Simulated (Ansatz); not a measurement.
Input:

CdAg:
```
CELL_PARAMETERS angstrom
      3.34602     0.00000     0.00000
      0.00000     3.34602     0.00000
      0.00000     0.00000     3.34602
ATOMIC_POSITIONS crystal
  Cd 0.50000 0.50000 0.50000
  Ag 0.00000 0.00000 0.00000
```

This is the r²SCAN-relaxed structure.

Problem. All from r²SCAN (plane waves, PAW; program Ansatz), unless another level is named. Give the formation energy from the elements (no fitted shifts).

Solution. -0.065 eV/atom.

Problem. Next, the density of states at the Fermi level?

Solution. 0.25 states/eV per atom (mean over ±0.08 eV).

Space group Pm-3m (CsCl type). The first step of the workflow began from a Materials Project structure, measured or hypothetical; the Crystallography Open Database files this formula in space group No. 221, but the cells were not matched. Whether it is the stable phase at ambient conditions was not checked. The r²SCAN relaxation kept the symmetry of its start; its stability against distortions is not shown here. The run is not spin-polarised. The references are the lowest solids computed at this level, not always the standard phases. Scalar-relativistic: spin–orbit coupling is off unless named, which matters more the heavier the elements.

Potentials: the later of the program's two PAW sets.
